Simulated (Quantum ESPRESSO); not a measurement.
## Band energies of K2Pt at +2 % isotropic strain

```
K2Pt
1.0
    0.00000     3.81085     3.81085
    3.81085     0.00000     3.81085
    3.81085     3.81085     0.00000
K Pt
2 1
Direct
  0.75000   0.75000   0.75000
  0.25000   0.25000   0.25000
  0.00000   0.00000   0.00000
```

PBEsol (pw.x of Quantum ESPRESSO, ONCV potentials, without SOC); path ΓXWKΓLUWLK,UX; energies in eV from the valence-band maximum.

| k (1/Å) | point | band 14 | band 15 | band 16 | band 17 | band 18 | band 19 | band 20 | band 21 |
|---|---|---|---|---|---|---|---|---|---|
| 0.00 | Γ | -0.19 | -0.19 | -0.07 | -0.07 | -0.07 | 3.48 | 3.48 | 3.48 |
| 0.47 |  | -0.26 | -0.22 | -0.07 | -0.06 | -0.06 | 2.08 | 3.83 | 3.83 |
| 0.82 | X | -0.33 | -0.33 | -0.06 | -0.06 | 0.00 | 1.53 | 3.69 | 4.05 |
| 0.96 |  | -0.32 | -0.32 | -0.09 | -0.06 | -0.01 | 1.66 | 3.45 | 3.75 |
| 1.24 | W | -0.26 | -0.23 | -0.23 | -0.06 | -0.05 | 2.54 | 2.54 | 3.12 |
| 1.53 | K | -0.28 | -0.26 | -0.14 | -0.07 | -0.05 | 2.06 | 2.67 | 4.12 |
| 1.92 |  | -0.17 | -0.16 | -0.16 | -0.08 | -0.08 | 2.09 | 3.37 | 3.98 |
| 2.31 |  | -0.19 | -0.18 | -0.07 | -0.07 | -0.07 | 3.32 | 3.50 | 3.51 |
| 2.40 | Γ | -0.19 | -0.19 | -0.07 | -0.07 | -0.07 | 3.48 | 3.48 | 3.48 |
| 2.71 |  | -0.17 | -0.17 | -0.12 | -0.07 | -0.07 | 2.47 | 3.70 | 3.70 |
| 3.12 | L | -0.15 | -0.15 | -0.14 | -0.07 | -0.07 | 1.30 | 4.09 | 4.09 |
| 3.52 |  | -0.25 | -0.23 | -0.15 | -0.08 | -0.06 | 2.06 | 2.69 | 4.13 |
| 3.62 | U | -0.28 | -0.26 | -0.14 | -0.07 | -0.05 | 2.06 | 2.67 | 4.12 |
| 3.91 | W | -0.26 | -0.23 | -0.23 | -0.06 | -0.05 | 2.54 | 2.54 | 3.12 |
| 4.00 |  | -0.26 | -0.22 | -0.22 | -0.06 | -0.06 | 2.40 | 2.60 | 3.27 |
| 4.33 |  | -0.17 | -0.15 | -0.13 | -0.11 | -0.07 | 1.47 | 3.70 | 4.08 |
| 4.50 | L | -0.15 | -0.15 | -0.14 | -0.07 | -0.07 | 1.30 | 4.09 | 4.09 |
| 4.66 |  | -0.17 | -0.15 | -0.13 | -0.11 | -0.07 | 1.47 | 3.68 | 4.10 |
| 5.00 | K | -0.28 | -0.26 | -0.14 | -0.07 | -0.05 | 2.06 | 2.67 | 4.12 |
| 5.00 | U | -0.28 | -0.26 | -0.14 | -0.07 | -0.05 | 2.06 | 2.67 | 4.12 |
| 5.29 | X | -0.33 | -0.33 | -0.06 | -0.06 | 0.00 | 1.53 | 3.69 | 4.05 |

The PBEsol gap is indirect, 1.30 eV, from X to L; the smallest direct gap is 1.37 eV.

Without spin-orbit coupling, band edges of such heavy elements can be off by tenths of an eV.

Geometry strained from the cell relaxed with PBEsol, atoms relaxed again.

The structure is a Materials Project entry; no match was found in the copy of COD used, and its stability was not checked.
